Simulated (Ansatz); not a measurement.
The elements of this relaxed trial crystal are hidden behind letters.

```
lattice vectors (Å)
  -1.7892    1.7892    7.8886
   1.7892   -1.7892    7.8886
   1.7892    1.7892   -7.8886
fractional positions
X 0.5000 0.5000 0.0000
Z 0.8243 0.8243 0.0000
Z 0.1757 0.1757 0.0000
Q 0.6019 0.1019 0.5000
Q 0.2500 0.7500 0.5000
Q 0.8981 0.3981 0.5000
```

Method: DFT PBE, scalar-relativistic, plane waves, PAW in Ansatz. Cutoff 420 eV, Γ-centred 10×10×10 mesh (6-atom cell), Gaussian smearing of 0.02 eV, no spin polarisation.

| Property | Result |
| --- | --- |
| Space group | I-4m2 (No. 119) |
| Conventional cell | a = 3.578 Å, c = 15.777 Å |
| Volume per atom | 16.83 Å³ |
| Density | 4.49 g/cm³ |
| Formation energy | −0.003 eV/atom |
| Gap on the 10×10×10 mesh of the 6-atom cell | 0.63 eV |

Energies are uncorrected and count from the elements' standard states at the same level.

Q: X is a p-block element of period 3, Z is a p-block element of period 2 and Q is a p-block element of period 4. Which elements are they?

A: X = Al, Z = B, Q = As, so the formula is AlB2As3. Density times volume gives a mean mass of 4.49 × 16.83/1.6605 = 45.5 u per atom, and this set has 45.6 u. Around Al lie 4 As at 2.41 Å; around B lie 4 As at 2.13–2.14 Å; around As on a site of symmetry 2mm lie 2 B at 2.13 Å and 2 Al at 2.41 Å; 1 more site not described. Other sets within the hints have nearly the same mass, so mass alone doesn't settle it; this one was computed.

Kohn–Sham gaps at this level usually fall short of measured ones. Symmetry constrained the relaxation, so the result can be a saddle point.
